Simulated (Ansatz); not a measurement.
The relaxed structure here is a generated cell of Al2Cu: the first start was made by a random draw of sites in a space group, and the end was not matched to a known phase here, so it may be hypothetical. Known forms of Al2Cu include space group No. 140.

A relaxed structure of Al2Cu. Space group P3m1 (No. 156). These are r2SCAN (plane waves to 500 eV, PAW, scalar-relativistic; Ansatz, a quantum-chemistry and plane-wave program) values and carry that method's errors.

```cif
data_Al6Cu3
_chemical_formula_sum 'Al6 Cu3'
_space_group_name_H-M_alt 'P3m1'
_space_group_IT_number 156
_space_group_name_Hall 'P 3 -2"'
_cell_length_a 4.97380
_cell_length_b 4.97380
_cell_length_c 7.16122
_cell_angle_alpha 90.000
_cell_angle_beta 90.000
_cell_angle_gamma 120.000
loop_
_atom_site_label
_atom_site_type_symbol
_atom_site_symmetry_multiplicity
_atom_site_Wyckoff_symbol
_atom_site_fract_x
_atom_site_fract_y
_atom_site_fract_z
_atom_site_occupancy
Al1 Al 3 d 0.00155 0.50078 0.88862 1
Al2 Al 1 a 0.00000 0.00000 0.69718 1
Al3 Al 1 c 0.66667 0.33333 0.24063 1
Al4 Al 1 a 0.00000 0.00000 0.06200 1
Cu1 Cu 1 b 0.33333 0.66667 0.58717 1
Cu2 Cu 1 c 0.66667 0.33333 0.58717 1
Cu3 Cu 1 a 0.00000 0.00000 0.38058 1
```

* **Volume per atom**: 17.05 Å³
* **Density**: 3.82 g/cm³
* **Band gap**: no gap (metallic)
* **Shortest distances**: Al–Cu 2.27 Å; Al–Al 2.48 Å; Cu–Cu 2.87 Å
* **k-mesh**: 11×11×7

Band energies at high-symmetry points (eV from the Fermi level; labels of this space group; no spin-orbit coupling), from −5 eV up to 2.9 eV:

| point | energies |
|---|---|
| Γ | -4.54 -4.54 -4.46 -4.15 -4.15 -3.65 -3.64 -3.64 -3.43 -3.43 -3.13 -3.13 -2.98 -2.96 -2.96 -2.61 -2.61 -2.35 -1.60 -1.60 0.09 0.83 0.86 0.86 1.31 1.63 1.63 1.96 1.96 2.78 |
| M | -4.38 -3.84 -3.76 -3.73 -3.71 -3.69 -3.38 -3.26 -3.08 -3.00 -2.98 -2.92 -2.79 -2.75 -2.66 -2.58 -0.77 -0.37 0.26 0.90 1.85 2.13 |
| K | -4.59 -4.47 -3.85 -3.80 -3.77 -3.53 -3.41 -3.36 -3.34 -3.15 -3.05 -2.89 -2.83 -2.78 -2.70 -2.64 -2.54 -1.93 -1.06 -0.61 1.34 2.80 |
| A | -4.78 -4.61 -4.61 -4.18 -4.18 -4.08 -3.53 -3.42 -3.42 -3.37 -3.37 -3.21 -3.16 -3.16 -2.92 -2.92 -2.67 -2.67 -2.62 -2.26 -1.55 -1.55 -0.07 -0.07 0.12 1.02 1.02 1.98 |
| L | -4.22 -3.90 -3.80 -3.76 -3.58 -3.47 -3.40 -3.25 -3.22 -3.06 -3.02 -2.95 -2.83 -2.69 -2.66 -2.15 -2.00 -1.57 -1.07 -0.05 0.71 1.78 2.03 2.86 2.90 |
| H | -4.63 -4.07 -4.02 -3.80 -3.68 -3.58 -3.51 -3.41 -3.38 -3.35 -3.02 -3.01 -2.93 -2.86 -2.83 -2.65 -1.76 -1.41 -1.13 -0.92 0.10 0.13 0.64 1.36 1.58 |

No spin polarisation in the result.

The run could not lose the symmetry of its start: the end is stationary, and may be a saddle point rather than a minimum.
